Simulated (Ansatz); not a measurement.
# AuCu3-type BaRu₃

Method: PBEsol, scalar-relativistic; no spin polarisation; PAW, 420 eV, Γ-centred 8×8×8 mesh, 0.05 eV Gaussian smearing; code Ansatz. The datasets are Ansatz's generated set soft_2.

```
Ba Ru
1.0
     4.06893    0.00000    0.00000
     0.00000    4.06893    0.00000
     0.00000    0.00000    4.06893
Ba Ru
1 3
Direct
  0.00000 0.00000 0.00000
  0.00000 0.50000 0.50000
  0.50000 0.50000 0.00000
  0.50000 0.00000 0.50000
```

The start was a prototype's sites filled with these elements, not a measured cell.

Cell and atoms are those of this level's equilibrium.

The cell has space group Pm-3m (read at 0.01 Å). In it the stress is -0.03, -0.03, -0.03, 0.00, 0.00, 0.00 GPa and the largest force component 0.000 eV/Å. Each change below starts from this cell, without further relaxation. Stress is in GPa, positive in compression, in the order xx, yy, zz, yz, xz, xy; energies are counted from the cell above and are free energies with the smearing's entropy, which match forces and stress in a metal.

Q: What stress follows from an engineering strain of 1 % in xz, atoms carried along?

A: -0.02, 0.00, -0.02, 0.00, -0.23, 0.00 GPa; the energy changes by 0.5 meV per cell.
The change of the stress over the strain gives a clamped-atom stiffness of about 23 GPa for this component.

1 move too small to change the energy by 0.15 meV is left out.

Scalar-relativistic only: spin–orbit splittings of the heavy atoms' levels are missing.
